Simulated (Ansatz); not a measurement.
BRh:
```
BRh
1.0
    3.35938     0.00000     0.00000
   -1.67969     2.90931     0.00000
    0.00000     0.00000     4.13274
B Rh
2 2
Cartesian
  0.00000   0.00000   0.00000
  0.00000   0.00000   2.06637
  1.67969   0.96977   3.09956
  0.00000   1.93954   1.03319
```

Relaxed with r²SCAN. Special points in fractions of this cell's reciprocal vectors: Γ (0.000, 0.000, 0.000); M (0.500, 0.000, 0.000); K (0.333, 0.333, 0.000); A (0.000, 0.000, 0.500); L (0.500, 0.000, 0.500); H (0.333, 0.333, 0.500).

List the band energies nearest the Fermi level at these points for the program Ansatz at the r²SCAN level (PAW).

In eV from the Fermi level; about four levels below and three above (degenerate sets whole), none deeper than 8.9 eV; points with the same levels are listed once.

| k | below | above |
|---|---|---|
| Γ | -3.64 -3.64 -3.10 -3.10 -2.58 | 0.04 6.04 6.04 |
| M | -2.14 -1.36 -0.91 -0.35 | 1.21 3.31 4.76 |
| K | -1.73 -1.73 -0.84 -0.83 | 1.08 4.70 5.97 5.97 |
| A | -1.93 -1.93 -1.93 -1.93 | 4.96 4.96 4.96 4.96 4.96 4.96 |
| L | -2.78 -2.78 -2.03 -2.03 | 0.83 0.83 4.36 4.36 |
| H | -2.55 -2.55 -2.04 -2.04 | 1.02 1.02 2.39 2.39 |

Space group P6_3/mmc (NiAs type). The first step of the workflow began from a Materials Project structure, measured or hypothetical; the Crystallography Open Database copy checked does not list it. Whether it is the stable phase at ambient conditions was not checked. The cell was relaxed with r²SCAN under the symmetry of its start; whether a distortion lowers the energy is not shown. No spin polarisation was allowed. Scalar-relativistic: spin–orbit coupling is off unless named, which matters more the heavier the elements.

Potentials: the later of the program's two PAW sets.
